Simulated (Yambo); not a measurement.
Yambo run on WS2 (space group P6_3/mmc, No. 194). The wavefunctions are PBEsol (pw.x of Quantum ESPRESSO, ONCV potentials, with spin-orbit coupling) ones on a 6×6×1 mesh (52 occupied bands); a = 3.1842 Å, b = 3.1842 Å, c = 12.9783 Å, α = 90.00°, β = 90.00°, γ = 120.00°.

Yambo input:

```
rim_cut
HF_and_locXC
RandQpts= 1000000
RandGvec= 1 Ry
EXXRLvcs= 74 Ry
VXCRLvcs= 296 Ry
% QPkrange
 1 | 1 | 52 | 53 |
 4 | 4 | 52 | 53 |
 5 | 5 | 52 | 53 |
 7 | 7 | 50 | 54 |
%
```

k points by index: 1 = Γ, 4 = M, 5 = (0.167, 0.167, 0), 7 = K.

Table of the .hf output:

```
#    K-point    Band    Eo [eV]    Ehf [eV]    Vxc [eV]    Vnlxc [eV]
#
    1    52    0.000000    -0.450649    -15.38273    -15.83338
    1    53    2.249550    6.724943    -15.07108    -10.59569
    4    52    -1.397185    -2.988973    -13.97600    -15.56779
    4    53    2.181378    7.499552    -17.36374    -12.04556
    5    52    -1.295711    -2.401034    -15.07618    -16.18150
    5    53    1.131839    5.164766    -14.09237    -10.05945
    7    50    -0.779768    -1.330311    -15.37089    -15.92143
    7    51    -0.335267    -0.556959    -15.00449    -15.22618
    7    52    -0.335267    -0.556959    -15.00449    -15.22618
    7    53    1.187030    5.542029    -16.23807    -11.88307
    7    54    1.187030    5.542029    -16.23807    -11.88307
```
Exchange alone, without screening.

Geometry of the Materials Project entry, not relaxed at this level.

The distance between layers or molecules is the database entry's, not relaxed here. Functionals without dispersion can leave it too large, which widens gaps and weakens the response across layers: the numbers belong to this cell.
